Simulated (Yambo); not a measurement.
Yambo run on Rb₂KRhF₆ (space group Fm-3m, No. 225). The wavefunctions are PBEsol (Quantum ESPRESSO, PseudoDojo norm-conserving, 88 Ry, without SOC) ones on a 2×2×2 mesh (43 occupied bands); a = 6.4244 Å, b = 6.4244 Å, c = 6.4244 Å, α = 60.00°, β = 60.00°, γ = 60.00°.

Yambo input:

```
rim_cut
gw0
dyson
el_el_corr
HF_and_locXC
ppa
em1d
RandQpts= 1000000
RandGvec= 1 Ry
EXXRLvcs= 88 Ry
VXCRLvcs= 352 Ry
Chimod= "HARTREE"
% BndsRnXp
 5 | 184 |
%
NGsBlkXp= 7 Ry
% LongDrXp
 1.0 | 1.0 | 1.0 |
%
PPAPntXp= 27.2114 eV
% GbndRnge
 1 | 184 |
%
GTermKind= "BG"
DysSolver= "n"
ExtendOut
% QPkrange
 3 | 3 | 43 | 44 |
%
```

k points by index: 3 = X.

The o-*.qp file then holds:

```
#    K-point    Band    Eo [eV]    E [eV]    E-Eo [eV]    Vxc [eV]    Vnlxc [eV]    Sc|Eo [eV]    Sc|E [eV]    dSc/dw|Eo [eV]    Re(Z)    Im(Z)
#
    3    43    0.000000    -1.470859    -1.470859    -23.08067    -29.50562    4.584951    4.954094    -6.828275    0.799399    -0.001741
    3    44    1.892394    4.192592    2.300198    -22.68533    -16.74737    -3.103718    -3.637763    -6.317397    0.811580    -0.001424
```
(The two width columns are left out.) Convergence of these settings isn't established.

Geometry of the Materials Project entry, not relaxed at this level.
